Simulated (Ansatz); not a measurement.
**Band table of Li2Hg (fluorite type)**

```
CELL_PARAMETERS angstrom
0.00000 2.76325 2.76325
2.76325 0.00000 2.76325
2.76325 2.76325 0.00000
ATOMIC_POSITIONS crystal
Hg 0.00000 0.00000 0.00000
Li 0.25000 0.25000 0.25000
Li 0.75000 0.75000 0.75000
```

The cell comes from a relaxation on PAW files under the same functional, begun from a prototype that needn't be the stable phase.

All numbers are LDA results (scalar-relativistic) from Ansatz 0.2.0, with a Γ-centred 10×10×10 k mesh, Fermi–Dirac smearing of 0.05 eV, no spin polarisation. Methods: LAPW: all electrons, basis error target 0.5 meV/atom.

This run: volume at 0.7 of the series' base cell.

Spin–orbit coupling is left out, which matters for the heavy atoms.

Path points, in fractions of the reciprocal vectors: Γ (0.000, 0.000, 0.000), X (0.500, 0.000, 0.500), U (0.625, 0.250, 0.625), K (0.375, 0.375, 0.750), L (0.500, 0.500, 0.500), W (0.500, 0.250, 0.750). The distance column jumps between branches of the path. Levels in eV from the Fermi level; bands 19 to 28, counted from the lowest band of the run. The gap is zero, the pressure 19.28 GPa.

```
# k(1/Å) point b19 b20 b21 b22 b23 b24 b25 b26 b27 b28
0.000 Γ -8.60 -8.60 -8.60 -8.02 -8.02 -7.98 6.03 6.03 6.03 7.20
0.142 - -8.60 -8.58 -8.58 -8.04 -8.02 -7.92 5.16 5.16 5.56 7.25
0.284 - -8.58 -8.53 -8.53 -8.11 -8.00 -7.71 3.99 3.99 4.57 7.40
0.426 - -8.56 -8.45 -8.45 -8.20 -7.96 -7.38 2.92 2.92 3.45 6.65
0.568 - -8.54 -8.34 -8.34 -8.32 -7.93 -6.92 1.97 1.97 2.29 5.78
0.711 - -8.51 -8.43 -8.23 -8.23 -7.89 -6.38 1.15 1.20 1.20 5.14
0.853 - -8.53 -8.49 -8.12 -8.12 -7.86 -5.79 0.11 0.62 0.62 4.71
0.995 - -8.59 -8.48 -8.05 -8.05 -7.84 -5.27 -0.69 0.25 0.25 4.46
1.137 X -8.61 -8.47 -8.02 -8.02 -7.83 -5.05 -1.01 0.13 0.13 4.38
1.187 - -8.61 -8.47 -8.02 -8.02 -7.83 -5.05 -1.00 0.09 0.14 4.43
1.237 - -8.60 -8.47 -8.03 -8.03 -7.84 -5.06 -0.98 -0.02 0.18 4.58
1.288 - -8.59 -8.45 -8.03 -8.03 -7.85 -5.07 -0.95 -0.19 0.25 4.80
1.338 - -8.57 -8.44 -8.04 -8.04 -7.87 -5.08 -0.91 -0.39 0.34 5.08
1.388 - -8.55 -8.41 -8.06 -8.05 -7.88 -5.09 -0.85 -0.61 0.45 5.39
1.438 - -8.53 -8.38 -8.07 -8.07 -7.90 -5.12 -0.83 -0.78 0.59 5.71
1.489 - -8.52 -8.34 -8.09 -8.08 -7.92 -5.15 -1.05 -0.69 0.76 6.03
1.539 U -8.51 -8.29 -8.10 -8.10 -7.95 -5.19 -1.24 -0.59 0.94 6.32
2.235 K -8.51 -8.29 -8.10 -8.10 -7.95 -5.19 -1.24 -0.59 0.94 6.32
2.386 - -8.48 -8.17 -8.16 -8.15 -8.01 -5.41 -1.59 -0.21 1.61 6.98
2.537 - -8.46 -8.25 -8.24 -8.07 -8.06 -5.80 -1.47 0.32 2.42 7.34
2.687 - -8.45 -8.34 -8.32 -8.09 -8.02 -6.32 -0.85 0.99 3.35 7.61
2.838 - -8.46 -8.42 -8.41 -8.10 -8.01 -6.86 0.17 1.81 4.31 7.89
2.989 - -8.49 -8.49 -8.49 -8.08 -8.02 -7.34 1.51 2.77 5.21 7.58
3.140 - -8.55 -8.55 -8.54 -8.05 -8.02 -7.70 3.08 3.88 5.82 7.36
3.290 - -8.59 -8.59 -8.58 -8.03 -8.02 -7.91 4.78 5.09 6.01 7.24
3.441 Γ -8.60 -8.60 -8.60 -8.02 -8.02 -7.98 6.03 6.03 6.03 7.20
3.564 - -8.59 -8.59 -8.59 -8.03 -8.03 -7.94 4.94 5.72 5.72 7.54
3.687 - -8.57 -8.56 -8.56 -8.03 -8.03 -7.80 3.40 5.19 5.19 8.07
3.810 - -8.53 -8.52 -8.52 -8.03 -8.03 -7.57 1.91 4.65 4.65 8.12
3.933 - -8.50 -8.49 -8.49 -8.02 -8.02 -7.24 0.52 4.17 4.17 7.84
4.056 - -8.47 -8.46 -8.46 -7.99 -7.99 -6.82 -0.73 3.75 3.75 7.56
4.179 - -8.45 -8.45 -8.45 -7.96 -7.96 -6.35 -1.81 3.44 3.44 7.35
4.303 - -8.45 -8.45 -8.43 -7.93 -7.93 -5.89 -2.62 3.24 3.24 7.22
4.426 L -8.45 -8.45 -8.42 -7.92 -7.92 -5.68 -2.96 3.17 3.17 7.18
4.526 - -8.45 -8.44 -8.41 -7.93 -7.92 -5.67 -2.91 2.98 3.05 7.19
4.627 - -8.44 -8.42 -8.37 -7.97 -7.93 -5.64 -2.78 2.49 2.72 7.24
4.727 - -8.44 -8.39 -8.30 -8.02 -7.94 -5.58 -2.56 1.86 2.25 7.37
4.828 - -8.42 -8.36 -8.22 -8.08 -7.95 -5.49 -2.27 1.20 1.71 7.57
4.928 - -8.41 -8.33 -8.15 -8.14 -7.97 -5.38 -1.92 0.58 1.13 7.83
5.029 - -8.39 -8.30 -8.20 -8.08 -7.99 -5.27 -1.51 0.07 0.56 8.15
5.129 - -8.37 -8.27 -8.25 -8.04 -8.00 -5.17 -1.06 -0.27 0.01 8.46
5.230 W -8.36 -8.26 -8.26 -8.02 -8.01 -5.14 -0.69 -0.39 -0.39 8.62
5.301 - -8.38 -8.31 -8.22 -8.02 -8.00 -5.13 -0.67 -0.50 -0.28 7.95
5.372 - -8.42 -8.35 -8.18 -8.02 -7.97 -5.12 -0.62 -0.60 -0.18 7.17
5.443 - -8.46 -8.38 -8.14 -8.02 -7.93 -5.11 -0.72 -0.49 -0.09 6.44
5.514 - -8.51 -8.42 -8.10 -8.02 -7.90 -5.09 -0.82 -0.34 -0.01 5.78
5.585 - -8.55 -8.44 -8.07 -8.02 -7.87 -5.08 -0.90 -0.18 0.05 5.21
5.656 - -8.59 -8.46 -8.04 -8.02 -7.85 -5.06 -0.96 -0.03 0.09 4.77
5.727 - -8.61 -8.47 -8.03 -8.02 -7.84 -5.05 -1.00 0.09 0.12 4.48
5.798 X -8.61 -8.47 -8.02 -8.02 -7.83 -5.05 -1.01 0.13 0.13 4.38
```
